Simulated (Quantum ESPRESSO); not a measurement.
Ga4P3Se (made-up cell) (calculated)

Calculation on a made-up crystal cell, not a measurement: periodic Kohn-Sham density functional theory in plane waves with PseudoDojo standard norm-conserving scalar-relativistic pseudopotentials, each functional with its own files (v0.5 for PBE, v0.4.1 for LDA and PBEsol), no spin polarisation, no spin-orbit coupling, atoms not relaxed, stress positive in tension, energies less a fixed whole-eV offset for each atom's element; levels are Kohn-Sham levels at fractions of this cell's reciprocal vectors, counted from the reference band (half the neutral cell's valence electrons, rounded up) at Gamma; error bars cover cutoff and k-mesh only, not smearing or the files; added strain carries the atoms with the cell, and shear is the tensor component; each bar is the largest change over components, and at least 0.002 eV, 0.002 eV per angstrom or 0.02 GPa; energies are for the whole cell, and the offsets were chosen from early runs and are not element reference energies. Program: Quantum ESPRESSO 7.5.

Settings shared by all entries: lattice type zincblende/diamond; functional pbe; cutoff 1170 eV; fermi dirac smearing 0.1 eV; scf tolerance 1e-07 eV; electrons removed 0; added strain kind shear xy; k mesh 6 x 6 x 6, shifted by half a step.

```json
{"entry": 1, "formula": "Ga4P3Se", "kind": "made-up cell", "unstrained_structure": {"cell_angstrom": [[5.4678, 0.0, 0.0], [0.0, 5.4678, 0.0], [0.0, 0.0, 5.4678]], "atoms_fractional": [["Ga", 0.01149, -0.00435, -0.00388], ["Ga", -0.01191, 0.50402, 0.49268], ["Ga", 0.49519, 0.00492, 0.50748], ["Ga", 0.48564, 0.49193, -0.00615], ["P", 0.24141, 0.26374, 0.25449], ["P", 0.24743, 0.74275, 0.74114], ["Se", 0.74692, 0.26279, 0.76936], ["P", 0.75155, 0.73836, 0.25859]]}, "given": {"added_strain": 0.0038, "structure_shown": "before the added strain of 0.0038", "atom_site": [1, 2, 3, 4, 5, 6, 7, 8], "atom_energy_offset [eV]": [-2080, -2080, -2080, -2080, -189, -189, -3300, -189]}, "results": {"free_energy_less_offsets [eV]": -2.801, "smearing_term_minus_ts [eV]": -0.09402, "scf_iterations": 10, "pressure [GPa]": 7.222, "stress_xx [GPa]": -7.839, "stress_yy [GPa]": -7.015, "stress_zz [GPa]": -6.814, "stress_yz [GPa]": 0.5414, "stress_xz [GPa]": 1.072, "stress_xy [GPa]": 3.133, "force_site": [1, 2, 3, 4, 5, 6, 7, 8], "force_x [eV/angstrom]": [0.4448, 1.13, -0.4285, -1.027, 0.2312, -0.04088, 0.6917, -1.001], "force_y [eV/angstrom]": [-0.9026, 0.2728, -0.651, 1.765, -0.9613, 0.2114, -0.9647, 1.23], "force_z [eV/angstrom]": [1.279, 0.1041, -1.003, 1.704, -0.07237, 0.07558, -0.9329, -1.155], "fermi_level [eV]": 1.011, "reference_band": 42, "level_k_point": ["Gamma", "(1/2,1/2,1/2)", "(0.15,0,0)", "(0,0.15,0)", "(0,0,0.15)"], "next_band_up [eV]": [0.5792, 0.6249, 0.7295, 0.8931, 0.86], "error_bar_energy [eV]": 0.004756, "error_bar_stress [GPa]": 0.07917, "error_bar_force [eV/angstrom]": 0.01034, "error_bar_next_band_up [eV]": 0.002128, "error_bar_fermi_level [eV]": 0.0125, "error_bars_from": "tighter rerun of a related cell"}}
{"entry": 2, "formula": "Ga4P3Se", "kind": "made-up cell", "unstrained_structure": {"cell_angstrom": [[5.4678, 0.0, 0.0], [0.0, 5.4678, 0.0], [0.0, 0.0, 5.4678]], "atoms_fractional": [["Ga", 0.01149, -0.00435, -0.00388], ["Ga", -0.01191, 0.50402, 0.49268], ["Ga", 0.49519, 0.00492, 0.50748], ["Ga", 0.48564, 0.49193, -0.00615], ["P", 0.24141, 0.26374, 0.25449], ["P", 0.24743, 0.74275, 0.74114], ["Se", 0.74692, 0.26279, 0.76936], ["P", 0.75155, 0.73836, 0.25859]]}, "given": {"added_strain": 0.0124, "structure_shown": "before the added strain of 0.0124", "atom_site": [1, 2, 3, 4, 5, 6, 7, 8], "atom_energy_offset [eV]": [-2080, -2080, -2080, -2080, -189, -189, -3300, -189]}, "results": {"free_energy_less_offsets [eV]": -2.736, "smearing_term_minus_ts [eV]": -0.0946, "scf_iterations": 10, "pressure [GPa]": 7.43, "stress_xx [GPa]": -8.054, "stress_yy [GPa]": -7.205, "stress_zz [GPa]": -7.031, "stress_yz [GPa]": 0.5093, "stress_xz [GPa]": 1.072, "stress_xy [GPa]": 4.172, "force_site": [1, 2, 3, 4, 5, 6, 7, 8], "force_x [eV/angstrom]": [0.4567, 1.168, -0.4419, -1.101, 0.2843, -0.05403, 0.7524, -1.064], "force_y [eV/angstrom]": [-0.8875, 0.2578, -0.6757, 1.771, -0.9753, 0.2191, -0.9953, 1.285], "force_z [eV/angstrom]": [1.455, 0.3541, -0.8427, 1.944, -0.2505, -0.1436, -1.205, -1.311], "fermi_level [eV]": 1.008, "reference_band": 42, "level_k_point": ["Gamma", "(1/2,1/2,1/2)", "(0.15,0,0)", "(0,0.15,0)", "(0,0,0.15)"], "next_band_up [eV]": [0.5941, 0.6344, 0.7287, 0.9148, 0.8759], "error_bar_energy [eV]": 0.004756, "error_bar_stress [GPa]": 0.07917, "error_bar_force [eV/angstrom]": 0.01034, "error_bar_next_band_up [eV]": 0.002128, "error_bar_fermi_level [eV]": 0.0125, "error_bars_from": "tighter rerun of a related cell"}}
{"entry": 3, "formula": "Ga4P3Se", "kind": "made-up cell", "unstrained_structure": {"cell_angstrom": [[5.4678, 0.0, 0.0], [0.0, 5.4678, 0.0], [0.0, 0.0, 5.4678]], "atoms_fractional": [["Ga", 0.01149, -0.00435, -0.00388], ["Ga", -0.01191, 0.50402, 0.49268], ["Ga", 0.49519, 0.00492, 0.50748], ["Ga", 0.48564, 0.49193, -0.00615], ["P", 0.24141, 0.26374, 0.25449], ["P", 0.24743, 0.74275, 0.74114], ["Se", 0.74692, 0.26279, 0.76936], ["P", 0.75155, 0.73836, 0.25859]]}, "given": {"added_strain": 0.0174, "structure_shown": "before the added strain of 0.0174", "atom_site": [1, 2, 3, 4, 5, 6, 7, 8], "atom_energy_offset [eV]": [-2080, -2080, -2080, -2080, -189, -189, -3300, -189]}, "results": {"stress_xz [GPa]": null, "stress_yz [GPa]": null, "stress_xx [GPa]": null, "stress_zz [GPa]": null}}
```

Question: Ga4P3Se (made-up cell) (entry 3): stress xz?
Answer: 1.071 GPa

Question: What stress yz does the calculation give for Ga4P3Se (made-up cell) (entry 3)?
Answer: 0.4889 GPa

Question: Estimate the stress xx of Ga4P3Se (made-up cell) (entry 3).
Answer: -8.22 GPa

Question: Ga4P3Se (made-up cell) (entry 3): stress zz?
Answer: -7.164 GPa

Further results for Ga4P3Se (made-up cell) (entry 3):

* free energy less offsets: -2.689 eV
* smearing term minus ts: -0.09441 eV
* scf iterations: 10
* pressure: 7.581 GPa
* stress yy: -7.36 GPa
* stress xy: 4.785 GPa
* fermi level: 1.007 eV
* reference band: 42
* error bar energy: 0.004756 eV
* error bar stress: 0.07917 GPa
* error bar force: 0.01034 eV/Å
* error bar next band up: 0.002128 eV
* error bar fermi level: 0.0125 eV
* error bars from: tighter rerun of a related cell

Forces:
```csv
site,x (eV/Å),y (eV/Å),z (eV/Å)
1,0.4637,-0.8793,1.556
2,1.189,0.2483,0.5008
3,-0.4493,-0.689,-0.7494
4,-1.145,1.775,2.084
5,0.3156,-0.9846,-0.3536
6,-0.06167,0.2253,-0.2703
7,0.7885,-1.014,-1.365
8,-1.101,1.318,-1.402
```

Levels:
```csv
level k point,next band up (eV)
Gamma,0.5873
"(1/2,1/2,1/2)",0.6267
"(0.15,0,0)",0.7276
"(0,0.15,0)",0.9226
"(0,0,0.15)",0.8796
```
